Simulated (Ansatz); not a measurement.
Te:
```
Te
1.0
    0.00000     3.57080     3.57080
    3.57080     0.00000     3.57080
    3.57080     3.57080     0.00000
Te
2
Direct
  0.00000   0.00000   0.00000
  0.25000   0.25000   0.25000
```

Relaxed with r²SCAN. Special points in fractions of this cell's reciprocal vectors: Γ (0.000, 0.000, 0.000); X (0.500, 0.000, 0.500); U (0.625, 0.250, 0.625); K (0.375, 0.375, 0.750); L (0.500, 0.500, 0.500); W (0.500, 0.250, 0.750).

List the band energies nearest the Fermi level at these points for the program Ansatz at the r²SCAN level (PAW).

In eV from the Fermi level; about four levels below and three above (degenerate sets whole), none deeper than 8.9 eV; points with the same levels are listed once.

```json
[
 {"k": "Γ", "below": "-3.23 -3.23 -3.23 -0.75 -0.75 -0.75", "above": "3.95 6.38 6.38"},
 {"k": "X", "below": "-4.52 -4.52 -1.67 -1.67", "above": "2.04 2.04 5.41 5.41"},
 {"k": "U", "below": "-4.85 -4.33 -1.86 -0.56", "above": "1.46 1.55 4.55"},
 {"k": "L", "below": "-3.85 -3.85 -3.62", "above": "0.25 0.25 1.67"},
 {"k": "W", "below": "-4.69 -4.69 -1.01 -1.01", "above": "1.35 1.35 5.18 5.18"}
]
```

Space group Fd-3m (diamond). The start of the workflow was typed in or built on a structure type; neither database checked (COD, Materials Project) lists it. It is not the phase usual at ambient conditions (space group No. 152). Symmetry was held in the r²SCAN relaxation; its stability against distortions is not shown here. Spin–orbit coupling is left out wherever it is not named.

Potentials: the later of the program's two PAW sets.
